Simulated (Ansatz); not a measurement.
Data:

ScAl:
```cif
data_Al2Sc2
_chemical_formula_sum 'Sc2 Al2'
_space_group_name_H-M_alt 'P 1'
_space_group_IT_number 1
_cell_length_a 5.70092
_cell_length_b 5.70092
_cell_length_c 4.29454
_cell_angle_alpha 90.000
_cell_angle_beta 90.000
_cell_angle_gamma 147.020
loop_
_space_group_symop_operation_xyz
  'x, y, z'
loop_
_atom_site_label
_atom_site_type_symbol
_atom_site_fract_x
_atom_site_fract_y
_atom_site_fract_z
_atom_site_occupancy
Sc1 Sc 0.83628 0.16372 0.75000 1
Sc2 Sc 0.16372 0.83628 0.25000 1
Al1 Al 0.56927 0.43073 0.75000 1
Al2 Al 0.43073 0.56927 0.25000 1
```

This is the LDA-relaxed structure.

Q: All from DFT-LDA in the program Ansatz with PAW potentials, unless another level is named. Estimate the formation energy from the elements (no fitted shifts).

A: -0.42 eV/atom.

Q: Predict the density of states at the Fermi level.

A: 1.4 states/eV per atom (mean over ±0.08 eV).

Space group Cmcm. The first step of the workflow began from a Materials Project structure, measured or hypothetical; the Crystallography Open Database copy checked does not list it. Its standing as an ambient phase is unchecked. The cell was relaxed with LDA under the symmetry of its start; its stability against distortions is not shown here. No spin polarisation was allowed. The references are the lowest solids computed at this level, not always the standard phases.

Potentials: the later of the program's two PAW sets.
